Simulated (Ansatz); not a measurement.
BP (zinc blende, F-43m), LDA (plane waves, PAW; program Ansatz): ε∞ = 9.18, cell volume 22.64 Å³. Infrared-active transverse modes:

| ω_TO (cm⁻¹) | oscillator strength S_xx (e²/amu) |
|---|---|
| 820.8 | 0.05111 |

Compute the static dielectric constant.

Each mode adds (4.921e7/V) S/ω²: 0.16. So ε0 = 9.35.

What LO frequency does the Lyddane–Sachs–Teller relation give?

ω_LO = ω_TO √(ε0/ε∞) = 828 cm⁻¹.

The LDA relaxation kept the symmetry of its start.

Potentials: the earlier of the program's two PAW sets. The files were generated under PBE; for other functionals the program regenerates the frozen cores, and for LDA and PBEsol the local potential too.
